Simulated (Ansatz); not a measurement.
HfOs (Pm-3m), stationary points along a deformation path

The calculation used DFT PBEsol, scalar-relativistic, plane waves, PAW (Ansatz). Settings: plane waves to 420 eV, k-mesh 16×16×16 (Γ-centred), Gaussian smearing 0.15 eV. Spin–orbit coupling is left out, which can shift energies with elements as heavy as these. No spin polarisation. Energies are free energies at this smearing, counted from the undisturbed cell; pressure is positive in compression.

Reference structure (as given, not relaxed at this level; it stands at -3.2 GPa, and it needn't be the usual structure):

```
CELL_PARAMETERS angstrom
3.23900 0.00000 0.00000
0.00000 3.23900 0.00000
0.00000 0.00000 3.23900
ATOMIC_POSITIONS crystal
Hf 0.00000 0.00000 0.00000
Os 0.50000 0.50000 0.50000
```

At fixed volume and fractional coordinates, lengths along (0.577, 0.577, 0.577) are scaled against those across it; ρ is that ratio over its starting value. V = 16.990 Å³/atom. Δσ is the stress along the axis less the mean stress across it (compression positive).

```
    ρ  ΔE (meV/atom)  Δσ (GPa) space group
0.500        10310.7    700.12         R-3m
0.600         4134.9    312.82         R-3m
0.710         1483.5    152.92         R-3m
0.850          259.3     50.57         R-3m
0.930           45.1     18.56         R-3m
1.000            0.0      0.00        Pm-3m
1.080           41.3    -14.50         R-3m
1.200          207.6    -29.36         R-3m
1.410          617.4    -39.16         R-3m
1.700         1060.5    -23.26         R-3m
2.000         1185.9      0.00        Fm-3m
```

**Question.** How does the stress give the slope of the energy, and where is the energy stationary?

**Answer.** Along the path d ln(length) is 2/3 d ln ρ on the axis and −1/3 d ln ρ across it, so dE/d ln ρ = −(2/3) V Δσ: the energy falls with ρ where Δσ is positive. Δσ vanishes or changes sign at ρ = 1.000 (Pm-3m), a minimum at 0.0 meV/atom; at ρ = 2.000 (Fm-3m, an end of the scan), at 1185.9 meV/atom. Pairs of stationary points between two samples would go unseen, and could change a minimum read from distant neighbours into a maximum. At ρ = 1.000, 2.000 the cell is cubic, where symmetry alone makes the stress isotropic and the slope zero.

**Question.** Which shear constant sets the curvature at ρ = 1?

**Answer.** For a cubic crystal E/V = (2/3) C (ln ρ)² with C = C44, so Δσ = −2C ln ρ. The parabola of Δσ against ln ρ through ρ = 0.930, 1 and 1.080 gives C ≈ 112 GPa with the ions clamped, rough because the steps are large. It is the stress–strain coefficient at this cell's pressure of -3.2 GPa, not the zero-pressure constant.

In a metal these slopes depend on the k mesh and the smearing.